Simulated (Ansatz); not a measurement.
**Relaxing a structure of HfIr3**

The start is a randomly generated symmetric cell of HfIr3 (space group No. 64). A full variable-cell relaxation at zero pressure is run with PBEsol (plane waves to 420 eV, PAW, scalar-relativistic; Ansatz, an electronic-structure program). The first steps use a coarse 8×8×4 k-mesh.

Initial structure:
```
HfIr3
1.0
    3.08199    -2.51397     0.00000
    3.08199     2.51397     0.00000
    0.00000     0.00000     9.86438
Hf Ir
2 6
Direct
  0.50000   0.50000   0.00000
  0.00000   0.00000   0.50000
  0.77742   0.72258   0.25000
  0.72258   0.77742   0.75000
  0.22258   0.27742   0.75000
  0.27742   0.22258   0.25000
  0.00000   0.00000   0.00000
  0.50000   0.50000   0.50000
```

- Initial pressure: -21.6 GPa (negative: the cell is under tension)
- Largest initial force: 0.02 eV/Å, on Ir3, Ir4, Ir5, Ir6 (atoms numbered as listed)
- Energy released: 0.94 eV/atom
- Shortest distances (start → end): The closest pairs of elements (up to four, under 3.6 Å), start → end: Ir–Ir 2.51 → 2.78 Å; Hf–Ir 2.51 → 2.78 Å
- Band gap at the end: no gap (metallic)
- Optimiser moves: 15

It ends as:

```cif
data_Hf2Ir6
_chemical_formula_sum 'Hf2 Ir6'
_space_group_name_H-M_alt 'I4/mmm'
_space_group_IT_number 139
_space_group_name_Hall '-I 4 2'
_cell_length_a 3.93226
_cell_length_b 3.93226
_cell_length_c 7.87373
_cell_angle_alpha 90.000
_cell_angle_beta 90.000
_cell_angle_gamma 90.000
loop_
_atom_site_label
_atom_site_type_symbol
_atom_site_symmetry_multiplicity
_atom_site_Wyckoff_symbol
_atom_site_fract_x
_atom_site_fract_y
_atom_site_fract_z
_atom_site_occupancy
Hf1 Hf 2 b 0.00000 0.00000 0.50000 1
Ir1 Ir 4 d 0.00000 0.50000 0.25000 1
Ir2 Ir 2 a 0.00000 0.00000 0.00000 1
```
(The calculation used a cell of 4 atoms; values per cell refer to that cell.)

Final values are on a 17×17×17 k-mesh of the relaxed cell. No spin polarisation in the result.

The run could not lose the symmetry of its start: the end is stationary, and may be a saddle point rather than a minimum.

The relaxed structure here is a generated cell of HfIr3: the first start was made by a random draw of sites in a space group, and the end was not matched to a known phase here, so it may be hypothetical.
